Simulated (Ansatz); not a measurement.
Data sheet: NbAs (DFT)

NbAs:
```
NbAs
1.0
   -1.70853     1.70853     5.76554
    1.70853    -1.70853     5.76554
    1.70853     1.70853    -5.76554
Nb As
2 2
Direct
  0.99926   0.99926   0.00000
  0.74926   0.24926   0.50000
  0.41774   0.41774   0.00000
  0.16774   0.66774   0.50000
```

Space group I4_1md (No. 109); conventional cell a = 3.4171 Å, b = 3.4171 Å, c = 11.5311 Å, α = 90.00°, β = 90.00°, γ = 90.00°.

Method: LDA in the plane-wave PAW code Ansatz. The cell and atoms are relaxed at this level. Other levels are named where they apply.

### Cell and energy

```
Quantity                                                       Value
-----------------------------------------------------  -------------
Volume per atom                                             16.83 Å³
Density                                                   8.28 g/cm³
Formation energy from the elements (no fitted shifts)  -0.77 eV/atom
```

### Electronic structure

```
Property                                                                                                    Value
------------------------------------  ---------------------------------------------------------------------------
Electronic character                  no gap, with almost no states at the Fermi level (zero-gap or semimetallic)
Density of states at the Fermi level                                 0.02 states/eV per atom (mean over ±0.08 eV)
```

### Mechanics

```
Property                              Value
----------------------------------  -------
Bulk modulus (Birch–Murnaghan fit)  183 GPa
Pressure derivative B′                  4.3
```

The LDA relaxation kept the symmetry of its start. The run is not spin-polarised. A small band overlap can be real or an error of a semilocal functional. The references are the lowest solids computed at this level, not always the standard phases. Scalar-relativistic: spin–orbit coupling is off unless named, which matters more the heavier the elements.

Potentials: the earlier of the program's two PAW sets. The files were generated under PBE; for other functionals the program regenerates the frozen cores, and for LDA and PBEsol the local potential too.
